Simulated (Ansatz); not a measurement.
Mg₂ZnO₃:
Space group P-3m1 (No. 164); a = b = 2.9968 Å, c = 7.3068 Å, α = β = 90.00°, γ = 120.00°

```json
[
 {"atom": "Mg", "site": "2d", "symmetry": "3m.", "x": "0.6667", "y": "0.3333", "z": "0.3337"},
 {"atom": "Zn", "site": "1a", "symmetry": "-3m.", "x": "0.0000", "y": "0.0000", "z": "0.0000"},
 {"atom": "O", "site": "2d", "symmetry": "3m.", "x": "0.3333", "y": "0.6667", "z": "0.1712"},
 {"atom": "O", "site": "1b", "symmetry": "-3m.", "x": "0.0000", "y": "0.0000", "z": "0.5000"}
]
```

Relaxed with PBEsol.

Task: Give the optical modes at the zone centre with their infrared activity from DFPT, PBEsol (plane waves, PAW; program Ansatz).

Result: Transverse frequencies, without the LO–TO term; a row sums one degenerate level.

| ω (cm⁻¹) | degeneracy | IR ((D/Å)²/amu) | activity | symmetry |
|---|---|---|---|---|
| 138 | 2 | 3.12 | IR | Eu |
| 191 | 2 | 0.00 | IR-inactive | Eg |
| 285 | 1 | 6.63 | IR | A2u |
| 316 | 2 | 17.13 | IR | Eu |
| 335 | 2 | 0.00 | IR-inactive | Eg |
| 363 | 1 | 21.65 | IR | A2u |
| 373 | 2 | 37.85 | IR | Eu |
| 399 | 1 | 0.00 | IR-inactive | A1g |
| 570 | 1 | 1.18 | IR | A2u |
| 611 | 1 | 0.00 | IR-inactive | A1g |

Task: How high does the top mode go among those that the LO–TO term moves?

Result: 640 cm⁻¹ for q along x, 640 cm⁻¹ for q along y, 662 cm⁻¹ for q along z.

The workflow started from a Materials Project entry (that database holds measured and hypothetical structures alike); the Crystallography Open Database copy checked does not list it. With Mg and Zn taken as one species the cell has the higher symmetry Fm-3m, so it may be an ordered model of a mixed-site phase. Whether it is the stable phase at ambient conditions was not checked. The PBEsol relaxation kept the symmetry of its start; of distortions, only those at the zone centre were tested.

Potentials: the later of the program's two PAW sets.
